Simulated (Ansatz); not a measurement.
**Strain response of TaW**

Level of theory: Ansatz 0.2.0, DFT r2SCAN, scalar-relativistic, plane waves, PAW. Settings: 500 eV cutoff, 14×10×10 k-mesh, Gaussian smearing of 0.10 eV, no spin polarisation.

Starting point, cell and atoms relaxed:

```yaml
crystal:
  lattice:
    - [3.22707, 0.00000, 0.00000]
    - [0.00000, 4.60714, 0.00000]
    - [0.00000, 0.00000, 4.51588]
  atoms:
    - { symbol: Ta, position: [0.00000, 0.00000, 0.00000] }
    - { symbol: Ta, position: [0.50000, 0.50000, 0.00000] }
    - { symbol: W, position: [0.50000, 0.00000, 0.50000] }
    - { symbol: W, position: [0.00000, 0.50000, 0.50000] }
```

Deformation: all cell vectors scaled alike, the atoms relaxed, all within the symmetry that the strain leaves. Energies are extrapolated to zero smearing. On this cell's mesh the reference holds a stress of up to 0.20 GPa.

Spin–orbit coupling is left out, which can shift energies with elements as heavy as these.

```
strain (%)  ΔE (meV/atom) a (Å) b (Å) c (Å)
      -3.0          118.7  3.130  4.469  4.380
      -2.0           51.4  3.163  4.515  4.426
      -1.0           12.6  3.195  4.561  4.471
      +0.0            0.0  3.227  4.607  4.516
      +1.0           11.6  3.259  4.653  4.561
      +2.0           45.3  3.292  4.699  4.606
      +3.0           99.3  3.324  4.745  4.651
```

What stiffness (1/V) d²E/dε² at zero strain does a cubic fit over all points give?

A cubic fit gives (1/V) d²E/dε² = 2312 GPa at zero strain (nine times the bulk modulus at fixed shape).